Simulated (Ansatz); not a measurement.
NaH:
```
NaH
1.0
    0.00000     2.39733     2.39733
    2.39733     0.00000     2.39733
    2.39733     2.39733     0.00000
Na H
1 1
Direct
  0.00000   0.00000   0.00000
  0.50000   0.50000   0.50000
```

Cartesian axes are those of the cell as given.

**Question.** Give the high-frequency dielectric tensor and the Born effective charge tensors of the independent atoms from DFPT, plane-wave PAW r²SCAN (Ansatz code).

**Answer.** 
ε∞:
```
2.88  0.00  0.00
0.00  2.88  0.00
0.00  0.00  2.88
```
Z* of atom 1 (Na), rows: field, columns: displacement, in e:
```
0.95  0.00  0.00
0.00  0.95  0.00
0.00  0.00  0.95
```
Z* of atom 2 (H), rows: field, columns: displacement, in e:
```
-0.95   0.00   0.00
 0.00  -0.95   0.00
 0.00   0.00  -0.95
```

Static charges for comparison (Bader): Na1 +0.83, H2 -0.83 e. Born charges measure polarisation by displacement and can exceed these by far.

Space group Fm-3m (rock salt). The cell was relaxed with r²SCAN under the symmetry of its start; phonons on a q-mesh show no instability.

Potentials: the later of the program's two PAW sets.
